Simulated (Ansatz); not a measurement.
Input and command of a calculation in Ansatz (plane waves; scalar-relativistic PAW potentials unless the input names others):

```yaml
crystal:
  lattice:
    - [-2.0152004355, 2.0152004355, 4.3864102148]
    - [2.0152004355, -2.0152004355, 4.3864102148]
    - [2.0152004355, 2.0152004355, -4.3864102148]
  atoms:
    - { symbol: Ti, position: [0.0, 0.0, 0.0] }
    - { symbol: Ti, position: [0.75, 0.25, 0.5] }
    - { symbol: O, position: [0.2052765759, 0.2052765759, 0.0] }
    - { symbol: O, position: [0.9552765759, 0.4552765759, 0.5] }
    - { symbol: O, position: [0.5447234241, 0.0447234241, 0.5] }
    - { symbol: O, position: [0.7947234241, 0.7947234241, 0.0] }
basis:
  ecutwfc: 30
kpoints:
  mp_grid: { grid: [10, 10, 10] }
hamiltonian:
  xc: pbe
  hubbard: { sites: [{ species: Ti, l: d, u_eff: 4.0 }] }
scf:
  occupations: { method: gaussian, width: 0.05 }
  max_iter: 100
output:
  forces: true
  eigenvalues: true
  stress: true
```

```bash
ansatz run input.yaml --threads 1 --pin off --max-ram 2560MiB --backend cpu --events-out ev --progress --plain --runs-dir out
```

What is wrong with this input?

The program refuses it, because of a cutoff far too low (basis.ecutwfc: 420 → 30). With the sound run's settings it is accepted.

Abridged log:
```
Error: inconsistent input (basis.ecutwfc, kpoints): the smallest per-k basis holds n_pw = 23 plane waves (k-point 13, counted from 0 among those solved) but the deck needs at least 25 band(s) per channel, and no run solves more bands than the smallest per-k basis has plane waves; raise basis.ecutwfc until the smallest per-k basis, which caps the automatic band count, holds at least 25 plane waves
```